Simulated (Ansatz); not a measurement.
Sheets of one type (MA2Z4 (prismatic core, outer Z over the empty site)-type), DFT-PBE in the program Ansatz with PAW potentials; HSE06 gaps on those cells.

| layer | a (Å) | thickness (Å) |
|---|---|---|
| NbAs4Ge2 | 3.764 | 10.19 |
| TaAs4Ge2 | (withheld) | (withheld) |
| TaGe2N4 | 3.078 | 7.39 |
| MoAs4Ge2 | 3.688 | 10.18 |
| TaGe2P4 | 3.621 | 9.65 |

Problem. Complete the blanks.

Solution. 
- TaAs4Ge2, a (Å): 3.766
- TaAs4Ge2, thickness (Å): 10.18

Spin orders computed, not proven ground states: TaGe2N4, MA2Z4 (prismatic core, outer Z over the empty site)-type layer ferromagnetic. Began spin-polarised and lost the moments: NbAs4Ge2, MA2Z4 (prismatic core, outer Z over the empty site)-type layer; TaAs4Ge2, MA2Z4 (prismatic core, outer Z over the empty site)-type layer; TaGe2P4, MA2Z4 (prismatic core, outer Z over the empty site)-type layer. All cells were relaxed under the symmetry of their starts (and spin orders); stability against distortions was not tested throughout. Rows with no word on spin ran without spin polarisation. Scalar-relativistic: spin–orbit coupling is off unless named, which matters more the heavier the elements. Constructed layers (a layer type filled with these elements): NbAs4Ge2, MA2Z4 (prismatic core, outer Z over the empty site)-type layer; TaAs4Ge2, MA2Z4 (prismatic core, outer Z over the empty site)-type layer; TaGe2N4, MA2Z4 (prismatic core, outer Z over the empty site)-type layer; MoAs4Ge2, MA2Z4 (prismatic core, outer Z over the empty site)-type layer; TaGe2P4, MA2Z4 (prismatic core, outer Z over the empty site)-type layer.

Potentials: the later of the program's two PAW sets.
